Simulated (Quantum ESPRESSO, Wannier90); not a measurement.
# Wannier functions of Au (bcc (W type), model phase)

```yaml
crystal:
  lattice:
    - [-1.65727, 1.65727, 1.65727]
    - [1.65727, -1.65727, 1.65727]
    - [1.65727, 1.65727, -1.65727]
  atoms:
    - { symbol: Au, position: [0.00000, 0.00000, 0.00000] }
```

Structure: Materials Project mp-2647062, symmetrised, not relaxed again. This isn't the element's usual structure (fcc); take it as a model of another phase. Level: PBEsol, no spin polarisation, no spin-orbit coupling; pw.x of Quantum ESPRESSO at 61 Ry with PseudoDojo potentials, 10×10×10 k-points, Wannier90. Density: 18×18×18 mesh, cold smearing 0.01 Ry. Spin-orbit coupling is left out although heavy elements are present.

The plane-wave run has 21 bands and 19 electrons a cell. On the energy scale of pw.x, whose zero is arbitrary, the Fermi level lies at 18.74 eV.

Isolated groups of bands, relative to the Fermi level (bands from 5 on overlap up to the last one computed):

| bands | from (eV) | to (eV) | filling | weight on atomic waves |
|---|---|---|---|---|
| 1 | -105.47 | -105.45 | filled | Au 5s 99 % |
| 2–4 | -56.86 | -56.69 | filled | Au 5p 100 % |

Input w.win, without the blocks of cell, atoms and k-points (1000 lines):

```
num_bands = 17
num_wann = 9
exclude_bands = 1-4
num_iter = 800
conv_tol = 1.0e-6
conv_window = 4
dis_num_iter = 1000
dis_conv_tol = 1.0e-6
dis_froz_max = 20.24
dis_win_max = 35.66
write_hr = true
write_u_matrices = true
begin projections
Au: s;p;d
end projections
mp_grid = 10 10 10
```

wannier90.x stops with:
```
dis_windows: Energy window contains fewer states than number of target WFs
```
At some k-point the outer window holds fewer bands than num_wann, so no subspace of that size can be extracted. Mended as below, all else unchanged, the run goes through (Ω_I = 7.3 Å²) and follows the plane-wave bands to 1.8 meV rms (states up to 1.0 eV relative to the Fermi level).
Remove the line dis_win_max = 35.66.
